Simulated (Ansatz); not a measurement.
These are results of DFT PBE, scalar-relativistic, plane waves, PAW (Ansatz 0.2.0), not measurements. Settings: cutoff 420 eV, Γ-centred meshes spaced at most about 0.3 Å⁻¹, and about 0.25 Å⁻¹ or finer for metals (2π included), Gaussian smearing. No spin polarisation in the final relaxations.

All energies are static (0 K, no zero-point motion).

Two relaxed structures of Be2CdS:

A.

```
Be Cd S
1.0
     3.21571    0.00000    0.00000
     0.00000    3.21571    0.00000
     0.00000    0.00000    6.71700
Be Cd S
2 1 1
Direct
  0.50000 0.00000 0.68561
  0.00000 0.50000 0.31439
  0.00000 0.00000 0.00000
  0.50000 0.50000 0.50000
```

B.

```
Be Cd S
1.0
     3.32067    0.00000    0.00000
     0.00000    3.32067    0.00000
     0.00000    0.00000    5.58264
Be Cd S
2 1 1
Direct
  0.00000 0.00000 0.50000
  0.50000 0.50000 0.00000
  0.00000 0.00000 0.00000
  0.50000 0.50000 0.50000
```

Problem. Which would you expect to be lower, and how large is the difference?

Solution. A is lower, by 0.37 eV/atom. A has space group P-4m2 (No. 115), 17.4 Å³/atom and no gap on its mesh; B has space group P4/mmm (No. 123), 15.4 Å³/atom and no gap. Counting Be or Cd atoms around S (for each partner element, those within 1.25 times its shortest distance or 1.15 times the sum of covalent radii, where it is the nearest in units of that sum or under 1.3; a plus sign parts groups by distance over the sum of covalent radii), A has S 4 and B has S 4+2. The lower one is the more open, so pressure narrows the difference. In A, Be has 2 S at 2.03 Å and 2 Cd at 2.65 Å; around Cd lie 4 Be at 2.65 Å and 4 Cd at 3.22 Å; S has 4 Be at 2.03 Å. In B, Be on its first site has 4 S at 2.35 Å and 2 Cd at 2.79 Å; around Cd lie 4 Be at 2.35 Å and 2 Be at 2.79 Å; around S lie 4 Be at 2.35 Å and 2 Be at 2.79 Å; 1 more site not described. Both come from invented guesses.

Cells relaxed within their symmetry can be saddle points.
